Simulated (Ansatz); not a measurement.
Input and output of a relaxation of cell and atoms on WOTe (Janus 2H monolayer) (the PAW code Ansatz, r2SCAN). The starting cell comes from a relaxation with PBE.

```yaml
crystal:
  lattice:
    - [3.1873654155, 0.0, 0.0]
    - [-1.5936827077, 2.760339421, 0.0]
    - [0.0, 0.0, 30.6454919224]
  atoms:
    - { symbol: W, position: [0.3333333333, 0.6666666667, 0.3034990449] }
    - { symbol: O, position: [0.6666666667, 0.3333333333, 0.338492818] }
    - { symbol: Te, position: [0.6666666667, 0.3333333333, 0.2390512631] }
  periodic: [true, true, false]
kpoints:
  mp_grid: { grid: [12, 12, 1] }
hamiltonian:
  xc: r2scan
scf:
  occupations: { method: fermi_dirac, width: 0.02 }
relax:
  f_tol: 0.005
  cell: {}
```

Some lines of the output have been replaced by numbered gaps.
```
Functional definition: r2SCAN
Crystal: 3 atoms, lattice volume = 269.625 Å³
Basis set: ecut = 500 eV, 6801 PW (Γ)
Bands: 22, of which v1, the nominal top of the filled ones, is band 18 counted from 1 (17 counted from 0)
Symmetry: 6 space group operations
Space group: P3m1 (ITA 156)
k-points: 19 of 144 (time reversal used)
relax step 1: F+E_penalty+E_count = -17959.92089065 eV  max|allowed force component| = 3.866e-1 eV/Å  Δτ_max = 0.0000 Å  P = -1.650 N/m  Ω = 269.625 Å³
--- Relaxed structure (5 steps of the walk, 4 accepted, 1 SCFs on fresh bases) ---
[1]
```

Task: What stood in the gaps? They hold the relaxed structure.

Result:
```
[1]
  F+E_penalty+E_count = -17959.92981083 eV   max|allowed force component| = 1.429e-3 eV/Å
  cell:  # Å, volume = 267.1936 Å³
    - [3.172958, 0.000000, 0.000000]
    - [-1.586479, 2.747863, 0.000000]
    - [0.000000, 0.000000, 30.645492]
  atoms:
    - { symbol: W, position: [0.333333, 0.666667, 0.303389] }
    - { symbol: O, position: [0.666667, 0.333333, 0.338110] }
    - { symbol: Te, position: [0.666667, 0.333333, 0.239545] }
```
Only the leading digits can be foreseen; the rest is this run's record.

Run as `ansatz run input.yaml --threads 4 --pin off --max-ram 5529MiB --backend cpu --events-out ev --progress --plain --runs-dir out`.

Task: It ran on 4 threads of Arm Neoverse V2 (shared host), load about 0.8 per core. About how long did it take, and how much host memory at the peak?

Result: About 46 s, with a peak of 1 GiB.

No spin polarisation. The prototype was imposed, so other structures may be more stable.

Spin-orbit coupling is left out, which matters wherever the heavy atoms make up the band edges.
